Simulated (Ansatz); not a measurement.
## La3NbO7, one structure, two calculations

Cell: a structure deposited in the COD whose atoms were relaxed with PBE, the cell held.

```cif
data_La3NbO7
_symmetry_space_group_name_H-M 'Cmcm'
_symmetry_Int_Tables_number 63
_cell_length_a 11.1670
_cell_length_b 7.6290
_cell_length_c 7.7530
_cell_angle_alpha 90.000
_cell_angle_beta 90.000
_cell_angle_gamma 90.000
loop_
_atom_site_label
_atom_site_type_symbol
_atom_site_symmetry_multiplicity
_atom_site_Wyckoff_symbol
_atom_site_fract_x
_atom_site_fract_y
_atom_site_fract_z
La1 La 4 a 0.0000 0.0000 0.0000
La3 La 8 g 0.7266 0.7974 0.2500
Nb Nb 4 b 0.5000 0.0000 0.0000
O9 O 16 h 0.6249 0.8149 0.9661
O17 O 4 c 0.5000 0.9354 0.2500
O19 O 8 g 0.1304 0.0242 0.2500
```

One atom of each set is listed; the run and its k-mesh use a cell of 22 atoms with edges of 6.76, 6.76, 7.75 Å.

First run. Method: Kohn–Sham DFT in Ansatz, PBE, plane waves and PAW, scalar-relativistic, 420 eV cutoff, Γ-centred 4×4×3 k-points, Fermi–Dirac smearing 0.02 eV.

```json
{"site": "La1", "V_zz (10²¹ V/m²)": "-20.7", "η": "0.94"}
{"site": "La3", "V_zz (10²¹ V/m²)": "18.20", "η": "0.76"}
{"site": "Nb", "V_zz (10²¹ V/m²)": "3.89", "η": "0.75"}
{"site": "O9", "V_zz (10²¹ V/m²)": "1.20", "η": "0.90"}
{"site": "O17", "V_zz (10²¹ V/m²)": "-1.89", "η": "0.42"}
{"site": "O19", "V_zz (10²¹ V/m²)": "-1.06", "η": "0.91"}
```

Second run. The same atoms and settings, except that spin–orbit coupling is included (fully relativistic PAW files).

Question: What does the second run give?

Answer: 

```tsv
site	V_zz	η	change of V_zz
La1	-20.8	0.94	-0.08
La3	18.26	0.76	+0.06
Nb	3.90	0.75	+0.01
O9	1.20	0.90	0.00
O17	-1.90	0.42	-0.01
O19	-1.06	0.91	0.00
```

The largest change of V_zz is on La1, from -20.7 to -20.8.

The database positions were far from equilibrium, so the relaxed structure may not be the compound's real one.
